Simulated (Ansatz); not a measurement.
The calculation used Ansatz, DFT PBE, scalar-relativistic, plane waves, PAW. Settings: cutoff 420 eV, Γ-centred meshes spaced at most about 0.3 Å⁻¹, and about 0.25 Å⁻¹ or finer for metals (2π included), Gaussian smearing. No spin polarisation in the final relaxations.

Temperature and zero-point effects are left out. All come from trial cells, and lower structures may exist.

Question: Order these relaxed structures of Al3Ag5 by energy, lowest first, with the energy over the lowest of them.
A.

```xyz
8
Lattice="5.3454 0.0000 0.0000 -2.6727 4.6292 0.0000 0.0000 0.0000 7.2437" Properties=species:S:1:pos:R:3 pbc="T T T"
Al    2.6727    0.0000    0.0000
Al   -1.3363    2.3146    0.0000
Al    1.3363    2.3146    0.0000
Ag    0.0000    3.0861    2.2622
Ag    2.6727    1.5431    2.2622
Ag    2.6727    1.5431    4.9815
Ag    0.0000    3.0861    4.9815
Ag    0.0000    0.0000    0.0000
```

B.

```xyz
8
Lattice="5.4372 0.0000 0.0000 0.0000 5.4372 0.0000 0.0000 0.0000 5.4372" Properties=species:S:1:pos:R:3 pbc="T T T"
Al    0.0000    2.7186    2.7186
Al    2.7186    0.0000    2.7186
Al    2.7186    2.7186    0.0000
Ag    2.7186    0.0000    0.0000
Ag    0.0000    2.7186    0.0000
Ag    0.0000    0.0000    2.7186
Ag    2.7186    2.7186    2.7186
Ag    0.0000    0.0000    0.0000
```

Answer: A (0 meV/atom), B (65 meV/atom). Forms: A P6/mmm; B Pm-3m. Counting all near atoms (those within 1.25 times the shortest distance at each site; a plus sign parts nearer from farther groups; a slash parts the counts of unlike sites): A has Al 10, Ag 6/4+3; B has Al 6, Ag 6. Even the lowest lies +0.22 eV/atom against the elements.

Cells relaxed within their symmetry can be saddle points. Some candidate types were left out of the draw beforehand, so a known form may be missing.
